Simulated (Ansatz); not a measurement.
Level of theory: Ansatz 0.2.0, DFT PBE, scalar-relativistic, plane waves, PAW. All cells share a 420 eV cutoff and Γ-centred k meshes spaced at most about 0.3 Å⁻¹ (about 0.25 or finer for metals, 2π included). No spin polarisation in the final relaxations.

All energies are static (0 K, no zero-point motion). All come from trial cells, and lower structures may exist.

Task: Order these relaxed structures of PtF2 by energy, lowest first, with the energy over the lowest of them.
1.

```
Pt F
1.0
     4.08893    0.00000    0.00000
     0.00000    4.08893    0.00000
     0.00000    0.00000    2.79630
Pt F
1 2
Direct
  0.00000 0.00000 0.00000
  0.50000 0.00000 0.00000
  0.00000 0.50000 0.00000
```

2.

```
Pt F
1.0
     3.29645    0.00000    0.00000
     0.00000    3.29645    0.00000
     0.00000    0.00000    4.08894
Pt F
1 2
Direct
  0.00000 0.00000 0.00000
  0.00000 0.00000 0.50000
  0.50000 0.50000 0.00000
```

Result: 1 (0 meV/atom), 2 (261 meV/atom). Forms: 1 P4/mmm; 2 P4/mmm. Counting F atoms around Pt (those within 1.25 times the shortest such distance or 1.15 times the sum of covalent radii; a plus sign parts nearer from farther groups): cell 1 has Pt 4; cell 2 has Pt 2+4.

Spin–orbit coupling, which can matter for Pt, is left out. Cells relaxed within their symmetry can be saddle points. Some structure types and database cells were kept out of the candidates from the start, so a known form may be missing.
